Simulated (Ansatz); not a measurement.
Input:

MoRu:
```cif
data_MoRu
_chemical_formula_sum 'Ru1 Mo1'
_space_group_name_H-M_alt 'P 1'
_space_group_IT_number 1
_cell_length_a 3.58625
_cell_length_b 3.58625
_cell_length_c 3.58625
_cell_angle_alpha 60.000
_cell_angle_beta 60.000
_cell_angle_gamma 60.000
loop_
_space_group_symop_operation_xyz
  'x, y, z'
loop_
_atom_site_label
_atom_site_type_symbol
_atom_site_fract_x
_atom_site_fract_y
_atom_site_fract_z
_atom_site_occupancy
Ru1 Ru 0.00000 0.00000 0.00000 1
Mo1 Mo 0.50000 0.50000 0.50000 1
```

This is the r²SCAN-relaxed structure.

All from r²SCAN in the plane-wave PAW code Ansatz, unless another level is named. Give the formation energy from the elements (no fitted shifts).

0.90 eV/atom.

Predict the density of states at the Fermi level.

0.85 states/eV per atom (mean over ±0.08 eV).

And the gap with spin–orbit coupling?

none (metallic).

Space group Fm-3m (rock salt). The start of the workflow was typed in or built on a structure type; neither database checked (COD, Materials Project) lists it. Its standing as an ambient phase is unchecked. Symmetry was held in the r²SCAN relaxation. At this level the phase is mechanically unstable. The run is not spin-polarised. Its formation energy is positive at this level, so the cell may be metastable or incomplete. The references are the lowest solids computed at this level, not always the standard phases. Spin–orbit coupling is left out wherever it is not named.

Potentials: the earlier of the program's two PAW sets.
